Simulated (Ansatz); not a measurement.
## Li3Pt under strains and displacements

These are results of Ansatz, DFT PBEsol, scalar-relativistic, plane waves, PAW, not measurements.

Cutoff 420 eV; k points 12×12×12 on the computed 4-atom cell (Γ-centred); Gaussian smearing, width 0.10 eV; no spin polarisation.

Reference cell:

```yaml
crystal:
  lattice:
    - [0.00000, 3.00741, 3.00741]
    - [3.00741, 0.00000, 3.00741]
    - [3.00741, 3.00741, 0.00000]
  atoms:
    - { symbol: Li, position: [0.25000, 0.25000, 0.25000] }
    - { symbol: Li, position: [0.75000, 0.75000, 0.75000] }
    - { symbol: Li, position: [0.50000, 0.50000, 0.50000] }
    - { symbol: Pt, position: [0.00000, 0.00000, 0.00000] }
```

Each variant moves atoms of this cell by the vectors given, if any (Å), and then applies a symmetric strain (tensor components, Cartesian axes). The reference cell isn't relaxed at this level. Energies are per atom at zero smearing, counted from the lowest variant. Pressure is positive in compression.

1. strain (xx yy zz yz xz xy, %) 1.59 1.59 1.59 0.00 0.00 0.00
2. strain (xx yy zz yz xz xy, %) -3.25 -3.25 -4.75 0.00 0.00 0.00
3. strain (xx yy zz yz xz xy, %) 2.72 2.72 2.72 0.00 0.00 0.00
4. strain (xx yy zz yz xz xy, %) -3.22 -3.22 -3.22 0.00 0.00 0.00
5. strain (xx yy zz yz xz xy, %) -0.66 -0.66 -0.66 0.00 0.00 0.00
6. strain (xx yy zz yz xz xy, %) -1.02 -1.02 -1.02 0.00 0.00 0.00
7. strain (xx yy zz yz xz xy, %) -0.24 -0.24 -0.24 0.00 0.00 0.00

```
variant  ΔE (meV/atom) P (GPa) space group
      1            5.6    -2.33        Fm-3m
      2           26.9     6.76       I4/mmm
      3           14.5    -3.56        Fm-3m
      4           19.2     5.55        Fm-3m
      5            0.4     0.76        Fm-3m
      6            1.4     1.33        Fm-3m
      7            0.0     0.10        Fm-3m
```

Spin–orbit coupling is left out, which can shift energies with elements as heavy as these.